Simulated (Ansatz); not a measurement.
Te₂Mo:
```
Te2Mo
1.0
    3.56350     0.00000     0.00000
   -1.78175     3.08608     0.00000
    0.00000     0.00000    14.73762
Te Mo
4 2
Direct
  0.33333   0.66667   0.62856
  0.66667   0.33333   0.37144
  0.66667   0.33333   0.12856
  0.33333   0.66667   0.87144
  0.33333   0.66667   0.25000
  0.66667   0.33333   0.75000
```

Relaxed with r²SCAN. Special points in fractions of this cell's reciprocal vectors: Γ (0.000, 0.000, 0.000); M (0.500, 0.000, 0.000); K (0.333, 0.333, 0.000); A (0.000, 0.000, 0.500); L (0.500, 0.000, 0.500); H (0.333, 0.333, 0.500).

### Question
List the band energies nearest the valence-band maximum at these points for plane-wave PAW r²SCAN (Ansatz code).

### Answer
In eV from the valence-band maximum; about four levels below and three above (degenerate sets whole), none deeper than 8.9 eV; points with the same levels are listed once.

```csv
k,below,above
Γ,-1.06 -1.06 -0.78 -0.71 0.00,3.05 3.05 3.12 3.12
M,-0.84 -0.82 -0.60 -0.47,1.38 1.42 1.68
K,-1.86 -1.86 -0.12 0.00,1.06 1.06 1.67
A,-1.07 -1.07 -1.07 -1.07 -0.15 -0.15,3.08 3.08 3.08 3.08
L,-0.83 -0.83 -0.54 -0.54,1.40 1.40 1.78 1.78
H,-1.92 -1.92 -0.07 -0.07,1.06 1.06 1.97 1.97
```

Space group P6_3/mmc. The cell was relaxed with r²SCAN under the symmetry of its start. No spin polarisation was allowed. A crystal of weakly bound layers computed without a dispersion correction: the cell and the soft elastic constants depend strongly on that. Spin–orbit coupling is left out wherever it is not named.

Potentials: the later of the program's two PAW sets.
